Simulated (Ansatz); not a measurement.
Cl:
```yaml
crystal:
  lattice:
    - [2.82308, 0.00000, 0.00000]
    - [0.00000, 2.82308, 0.00000]
    - [0.00000, 0.00000, 2.82308]
  atoms:
    - { symbol: Cl, position: [0.00000, 0.00000, 0.00000] }
```

Relaxed with r²SCAN+D4. Special points in fractions of this cell's reciprocal vectors: Γ (0.000, 0.000, 0.000); X (0.000, 0.500, 0.000); M (0.500, 0.500, 0.000); R (0.500, 0.500, 0.500).

### Question
List the band energies nearest the Fermi level at these points for DFT-r²SCAN+D4 in the program Ansatz with PAW potentials.

### Answer
In eV from the Fermi level; about four levels below and three above (degenerate sets whole), none deeper than 8.9 eV; … stands for higher levels left out; points with the same levels are listed once.

```
k        below  above
-  -----------  -----
Γ            –      …
X        -5.53      …
M  -4.30 -4.30      …
```

Space group Pm-3m (simple cubic). The cell is a constructed one: a structure type filled with these elements; neither database checked (COD, Materials Project) lists it. It is not the usual solid phase (space group No. 64). The cell was relaxed with r²SCAN+D4 under the symmetry of its start. At this level the phase is mechanically unstable. The substance is a gas or liquid at ambient conditions. With an odd number of electrons in the cell and no spin polarisation, the count alone makes it a metal.

Potentials: the later of the program's two PAW sets.
